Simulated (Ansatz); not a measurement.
GeMo$_{2}$N:
```yaml
crystal:
  lattice:
    - [3.21179, 0.00000, 0.00000]
    - [-1.60589, 2.78149, 0.00000]
    - [0.00000, 0.00000, 12.11170]
  atoms:
    - { symbol: Ge, position: [0.33333, 0.66667, 0.75000] }
    - { symbol: Ge, position: [0.66667, 0.33333, 0.25000] }
    - { symbol: Mo, position: [0.33333, 0.66667, 0.08425] }
    - { symbol: Mo, position: [0.66667, 0.33333, 0.58425] }
    - { symbol: Mo, position: [0.66667, 0.33333, 0.91575] }
    - { symbol: Mo, position: [0.33333, 0.66667, 0.41575] }
    - { symbol: N, position: [0.00000, 0.00000, 0.00000] }
    - { symbol: N, position: [0.00000, 0.00000, 0.50000] }
```

Relaxed with PBE. Special points in fractions of this cell's reciprocal vectors: Γ (0.000, 0.000, 0.000); M (0.500, 0.000, 0.000); K (0.333, 0.333, 0.000); A (0.000, 0.000, 0.500); L (0.500, 0.000, 0.500); H (0.333, 0.333, 0.500).

List the band energies nearest the Fermi level at these points for DFT-PBE in the program Ansatz with PAW potentials.

In eV from the Fermi level; about four levels below and three above (degenerate sets whole), none deeper than 8.9 eV; points with the same levels are listed once.

```csv
k,below,above
Γ,-0.83 -0.83 -0.63 -0.41 -0.41,0.60 0.73 0.90 0.90
M,-0.77 -0.65 -0.22 -0.21,0.42 0.42 0.68
K,-1.54 -1.54 -0.88 -0.88 -0.52,0.42 1.38 1.38
A,-0.64 -0.64 -0.64 -0.64,0.66 0.66 0.99 0.99 0.99 0.99
L,-0.10 -0.10 0.00 0.00,1.36 1.36 1.40 1.40
H,-1.83 -1.83 -0.47 -0.47,0.88 0.88 1.75 1.75
```

Space group P6_3/mmc. The start of the workflow was typed in or built on a structure type; neither database checked (COD, Materials Project) lists it. Its standing as an ambient phase is unchecked. Symmetry was held in the PBE relaxation; whether a distortion lowers the energy is not shown. The workflow began spin-polarised and lost its moments. The volume moved by 18 % from the start of the relaxation. Spin–orbit coupling is left out wherever it is not named.

Potentials: the earlier of the program's two PAW sets.
